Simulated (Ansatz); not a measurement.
# BePd: from a starting cell to a relaxed one

The start is a relaxed BePd cell shaken by Gaussian noise of σ = 0.08 Å a coordinate. A full variable-cell relaxation at zero pressure is run with PBEsol (plane waves to 420 eV, PAW, scalar-relativistic; Ansatz, a program for electronic structure). The first steps use a coarse 6×12×5 k-mesh.

Initial structure:
```yaml
crystal:
  lattice:
    - [5.44357, 0.00000, 0.00000]
    - [0.00000, 2.68607, 0.00000]
    - [0.00000, 0.00000, 6.35007]
  atoms:
    - { symbol: Pd, position: [0.99664, 0.21929, 0.80159] }
    - { symbol: Pd, position: [0.98536, 0.75393, 0.20702] }
    - { symbol: Pd, position: [0.48798, 0.70788, 0.29796] }
    - { symbol: Pd, position: [0.50791, 0.23358, 0.70325] }
    - { symbol: Be, position: [0.19497, 0.25384, 0.46326] }
    - { symbol: Be, position: [0.83787, 0.76655, 0.52343] }
    - { symbol: Be, position: [0.31809, 0.73184, 0.96194] }
    - { symbol: Be, position: [0.67398, 0.26508, 0.03039] }
```

Question: How much energy is released per atom?

Answer: 0.26 eV/atom.

Question: How does the volume per atom move from start to end?

Answer: -5.7 %, from 11.61 to 10.95 Å³/atom.

Question: Does it find its way back to the structure it was made from?

Answer: It does not go back: it reaches Pm-3m (No. 221), CsCl type, 0.24 eV/atom below the parent.

Question: How do the shortest distances between atoms change?

Answer: The closest pairs of elements (up to four, under 3.6 Å), start → end: Be–Pd 2.16 → 2.42 Å; Be–Be 2.35 → 2.80 Å; Pd–Pd 2.69 → 2.80 Å.

Question: Is the relaxed structure metallic? Give its gap.

Answer: Zero (metallic).

Question: Write out the relaxed structure.

Answer: 
Space group Pm-3m (No. 221); a = b = c = 2.7976 Å, α = β = γ = 90.00°

```json
[
 {"atom": "Pd", "site": "1b", "symmetry": "m-3m", "x": "0.5000", "y": "0.5000", "z": "0.5000"},
 {"atom": "Be", "site": "1a", "symmetry": "m-3m", "x": "0.0000", "y": "0.0000", "z": "0.0000"}
]
```

Final values are on a 17×17×17 k-mesh of the relaxed cell. No spin polarisation in the result.

Of the parent cell (Pnma (No. 62)): it is a generated cell of BePd: the first start was made by placing the elements on the sites of a structure type, and the end was not matched to a known phase here, so it may be hypothetical.
